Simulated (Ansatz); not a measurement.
An Ansatz (an electronic-structure program) run. Input:

Ansatz 0.2 input:
```yaml
crystal:
  lattice:
    - [0.0, 5.1794650808, 5.1794650808]
    - [5.1794650808, 0.0, 5.1794650808]
    - [5.1794650808, 5.1794650808, 0.0]
  atoms:
    - { symbol: Rb, position: [0.75, 0.75, 0.75] }
    - { symbol: Rb, position: [0.25, 0.25, 0.25] }
    - { symbol: Sc, position: [0.0, 0.0, 0.0] }
    - { symbol: Ag, position: [0.5, 0.5, 0.5] }
    - { symbol: Cl, position: [0.7602145128, 0.2397854872, 0.2397854872] }
    - { symbol: Cl, position: [0.2397854872, 0.7602145128, 0.7602145128] }
    - { symbol: Cl, position: [0.2397854872, 0.7602145128, 0.2397854872] }
    - { symbol: Cl, position: [0.7602145128, 0.2397854872, 0.7602145128] }
    - { symbol: Cl, position: [0.2397854872, 0.2397854872, 0.7602145128] }
    - { symbol: Cl, position: [0.7602145128, 0.7602145128, 0.2397854872] }
kpoints:
  mp_grid: { grid: [3, 3, 3] }
hamiltonian:
  xc: hse06
  pseudopotentials: { kind: paw }
scf:
  n_extra_bands: 10
  occupations: { method: fixed }
output:
  eigenvalues: true
  eigenstates:
    e_range: [-9.0, 13.4]
    kpoints:
      - [0.0, 0.0, 0.5]  # VBM
      - [0.0, 0.0, 0.5]  # CBM
      - [0.0, 0.0, 0.0]  # GAMMA
      - [0.5, 0.0, 0.5]  # X
      - [0.5, 0.5, 0.5]  # L
      - [0.5, 0.25, 0.75]  # W
      - [0.375, 0.375, 0.75]  # K
      - [0.625, 0.25, 0.625]  # U
```

Output (shortened):

```
Pseudopotential: Rb, paw, valence charge 9
Pseudopotential: Sc, paw, valence charge 11
Pseudopotential: Ag, paw, valence charge 19
Pseudopotential: Cl, paw, valence charge 7
Functional definition: HSE06
davidson cushion auto → on  (no smearing: the cushion is to keep the highest requested band from converging to the state above it …
Crystal: 10 atoms, lattice volume = 277.898 Å³
Basis set: ecut = 420 eV, 5521 PW (Γ)
Bands: 55, of which v1, the nominal top of the filled ones, is band 45 counted from 1 (44 counted from 0)
Symmetry: 48 space group operations
Space group: Fm-3m (ITA 225), of the structure as read, at distance tolerance 6.5e-5 Å
k-points: 4 of 27
SCF iter   1: F=—  HF=-22755.701372 eV  |F-HF|=—  |Δ(HF+E_count)|=         —  Δρ=1.43e-3  dr2=6.86e-3  ethr=1.77e-3  ⟨swp⟩=12.0  Hψ=957  notcnv=0
preconditioner: auto → none
SCF iter   2: F=—  HF=-22755.702336 eV  |F-HF|=—  |Δ(HF+E_count)|=   9.65e-4  Δρ=5.63e-4  dr2=1.76e-3  ethr=7.62e-6  ⟨swp⟩=7.0  Hψ=813  notcnv=0  defer=2
SCF iter   3: F=-22755.701307 eV  HF=-22755.702154 eV  |F-HF|=8.46e-4  |Δ(HF+E_count)|=   1.83e-4  Δρ=3.74e-4  dr2=1.00e-3  ethr=1.95e-6  ⟨swp⟩=4.5  Hψ=641  notcnv=0
SCF 1 stopped early in 3 iterations: F = -22755.701307 eV  dr2 = 1.00e-3
Crystal: 10 atoms, lattice volume = 277.898 Å³
Exchange kernel: α = 0.2500, screened, ω = 0.2079 Å⁻¹, Wigner–Seitz truncation, v(0) = 1045.9498 eV·Å³, q-mesh 3×3×3, nearest image of the exchange supercell L …
Frozen-core exchange: fock
SCF iter   1: F=—  HF=-22769.138941 eV  |F-HF|=—  |Δ(HF+E_count)|=         —  Δρ=7.32e-3  dr2=2.99e-1  ethr=1.11e-5  ⟨swp⟩=7.2  Hψ=996  notcnv=0
preconditioner: auto → none
SCF iter   2: F=—  HF=-22769.086278 eV  |F-HF|=—  |Δ(HF+E_count)|=   5.27e-2  Δρ=4.32e-3  dr2=1.60e-1  ethr=1.11e-5  ⟨swp⟩=6.0  Hψ=840  notcnv=0
SCF iter   3: F=—  HF=-22769.053311 eV  |F-HF|=—  |Δ(HF+E_count)|=   3.30e-2  Δρ=1.38e-3  dr2=7.48e-3  ethr=1.11e-5  ⟨swp⟩=5.0  Hψ=752  notcnv=0
SCF iter   4: F=—  HF=-22769.077326 eV  |F-HF|=—  |Δ(HF+E_count)|=   2.40e-2  Δρ=9.29e-4  dr2=2.72e-3  ethr=5.02e-6  ⟨swp⟩=4.0  Hψ=671  notcnv=0
iter 5 solved again at ethr=8.64e-8 eV; its pass at ethr=2.89e-6 eV (dr2=7.78e-5 eV) is discarded
SCF iter   5: F=—  HF=-22769.076557 eV  |F-HF|=—  |Δ(HF+E_count)|=   7.68e-4  Δρ=2.14e-4  dr2=1.16e-4  ethr=8.64e-8  ⟨swp⟩=3.8  Hψ=1081  notcnv=0
SCF iter   6: F=—  HF=-22769.076896 eV  |F-HF|=—  |Δ(HF+E_count)|=   3.39e-4  Δρ=1.10e-4  dr2=4.57e-5  ethr=8.64e-8  ⟨swp⟩=4.5  Hψ=667  notcnv=0
SCF iter   7: F=-22769.076884 eV  HF=-22769.076884 eV  |F-HF|=4.70e-7  |Δ(HF+E_count)|=   1.16e-5  Δρ=1.77e-5  dr2=2.47e-6  ethr=4.88e-8  ⟨swp⟩=3.8  Hψ=610  notcnv=0
SCF 2 stopped early in 7 iterations: F = -22769.076884 eV  dr2 = 2.47e-6
hybrid outer 1: dexx = +2.795e-2 eV, tail = 4.71e-5 eV
Crystal: 10 atoms, lattice volume = 277.898 Å³
Exchange kernel: α = 0.2500, screened, ω = 0.2079 Å⁻¹, Wigner–Seitz truncation, v(0) = 1045.9498 eV·Å³, q-mesh 3×3×3, nearest image of the exchange supercell L …
Frozen-core exchange: fock
SCF iter   1: F=—  HF=-22769.076584 eV  |F-HF|=—  |Δ(HF+E_count)|=         —  Δρ=2.78e-5  dr2=1.44e-6  ethr=2.62e-7  ⟨swp⟩=3.5  Hψ=555  notcnv=0
preconditioner: auto → none
SCF iter   2: F=—  HF=-22769.076584 eV  |F-HF|=—  |Δ(HF+E_count)|=   1.15e-7  Δρ=1.32e-5  dr2=2.29e-7  ethr=1.24e-9  ⟨swp⟩=4.2  Hψ=633  notcnv=0
SCF iter   3: F=-22769.076584 eV  HF=-22769.076584 eV  |F-HF|=1.84e-8  |Δ(HF+E_count)|=   4.62e-7  Δρ=2.91e-6  dr2=2.69e-8  ethr=1.97e-10  ⟨swp⟩=5.2  Hψ=645  notcnv=0
SCF 3 converged in 3 iterations: F = -22769.076584 eV  dr2 = 2.69e-8
hybrid outer 2: dexx = +7.310e-7 eV, tail = 8.12e-8 eV, Δε = 1.36e-3 eV (about 5.82e-5 eV left of the loop's levels)
NSCF: frozen V_eff on 8 k-points
hybrid SCF converged: 2 outer / 10 inner (+3 warm-up), last move |dexx| = 7.31e-7 eV, tail = 8.12e-8 eV
Stability not checked (fock_operator)
Free energy (F): -22769.076585 eV
Frozen-core exchange: fock
Harris-Foulkes:  -22769.076585 eV  (|F-HF|=1.84e-8)
Internal energy: -22769.076585 eV  (E = F + TS)
E sigma→0 (E₀):  -22769.076585 eV
Fermi energy:    2.445843 eV
--- Per-component energies (eV) ---
  E_band       = -1067.931626
  E_kinetic    = 2145.017590
  E_local      = -7795.676117  (includes V_loc(G=0)·N_el)
  E_nonlocal   = 676.726317
  E_hartree    = 3015.735659
  E_xc         = -959.042682
  E_vxc        = -1093.412578  (∫ρ·V_xc dr)
  E_exx        = -246.222856  (= α·E_x^exact, valence–valence)
  E_paw        = -14054.994338  (= ΣΔE_a)
  E_vpaw       = -539.609928  (= ΣTr[D̂ρ^β])
  E_aug_tail   = 0.000870  (compensation charges beyond the density's cutoff)
  E_ewald      = -5548.474489
  E_core_change = -2.146540  (= ΣΔE_core)
  E_smearing   =  0.000000  (= −TS)
  E_closure    =  0.000000  (closes the sum)
  Σ components = -22769.076585   (vs F -22769.076585, Δ=0.00e0)
  [band-id]    e_kinetic+e_local+e_nonlocal+2·e_hartree+e_vxc+2·e_exx+e_vpaw+e_augmentation_tail = -1067.928239   (vs E_band -1067.931626, Δ=3.39e-3)
--- Band table (eV) ---
  k-point 0: bands = ["-90.6216", "-52.8688", "-52.8688", "-52.8688", "-50.0435", "-27.0743", "-27.0743", "-27.0743", "-24.1607", "-24.1570", "-12.7400", "-12.1782", "-12.1782", "-12.1782", "-12.1306", "-12.1306", "-7.1295", "-7.1295", "-7.1295", "-7.0834", …
  k-point 1: bands = ["-90.6216", "-52.8688", "-52.8688", "-52.8688", "-50.0435", "-27.0744", "-27.0744", "-27.0743", "-24.1597", "-24.1578", "-12.6473", "-12.3040", "-12.1742", "-12.1742", "-12.1392", "-12.1392", "-7.1064", "-7.1064", "-7.0830", "-7.0830", …
  k-point 2: bands = ["-90.6216", "-52.8688", "-52.8688", "-52.8688", "-50.0435", "-27.0744", "-27.0743", "-27.0743", "-24.1597", "-24.1578", "-12.6369", "-12.2739", "-12.1906", "-12.1906", "-12.1713", "-12.1260", "-7.0944", "-7.0944", "-7.0753", "-7.0732", …
  k-point 3: bands = ["-90.6216", "-52.8688", "-52.8688", "-52.8688", "-50.0435", "-27.0744", "-27.0744", "-27.0743", "-24.1587", "-24.1587", "-12.5792", "-12.3610", "-12.1916", "-12.1828", "-12.1540", "-12.1345", "-7.0846", "-7.0822", "-7.0672", "-7.0642", …
```

Cost: roughly 8 core-minutes on shared cores.

The points marked VBM and CBM come from a semilocal run.

The workflow started from a Materials Project entry (that database holds measured and hypothetical structures alike); the Crystallography Open Database copy checked does not list it. Whether it is the stable phase at ambient conditions was not checked. The r²SCAN relaxation kept the symmetry of its start; whether a distortion lowers the energy is not shown. No spin polarisation was allowed. Spin–orbit coupling is left out wherever it is not named.

Potentials: the later of the program's two PAW sets.

Ansatz is a plane-wave DFT program.
